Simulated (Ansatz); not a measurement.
TaAl:
```xyz
2
Lattice="2.8347 0.0000 0.0000 0.0000 2.8347 0.0000 0.0000 0.0000 4.1848" Properties=species:S:1:pos:R:3 pbc="T T T"
Ta     0.0000     0.0000     0.0000
Al     1.4173     1.4173     2.0924
```

Relaxed with PBE. Special points in fractions of this cell's reciprocal vectors: Γ (0.000, 0.000, 0.000); X (0.000, 0.500, 0.000); M (0.500, 0.500, 0.000); Z (0.000, 0.000, 0.500); R (0.000, 0.500, 0.500); A (0.500, 0.500, 0.500).

List the band energies nearest the Fermi level at these points for plane-wave PAW PBE with spin–orbit coupling (Ansatz code).

In eV from the Fermi level; about four levels below and three above (degenerate sets whole), none deeper than 8.9 eV; points with the same levels are listed once.

```
k                    below                above
-  -----------------------  -------------------
Γ  -2.50 -2.50 -0.92 -0.92  2.65 2.65 2.94 2.94
X  -3.25 -3.25 -1.66 -1.66  1.73 1.73 3.66 3.66
M  -0.93 -0.93 -0.57 -0.57  4.70 4.70 5.09 5.09
Z  -2.33 -2.33 -0.31 -0.31  2.01 2.01 2.22 2.22
R  -3.13 -3.13 -1.28 -1.28  0.84 0.84 1.81 1.81
A  -3.47 -3.47 -3.38 -3.38  0.88 0.88 2.21 2.21
```

Space group P4/mmm (L1₀ or tetragonal B2). The start of the workflow was typed in or built on a structure type; neither database checked (COD, Materials Project) lists it. Its standing as an ambient phase is unchecked. Symmetry was held in the PBE relaxation; whether a distortion lowers the energy is not shown. The run is not spin-polarised.

Potentials: the later of the program's two PAW sets.
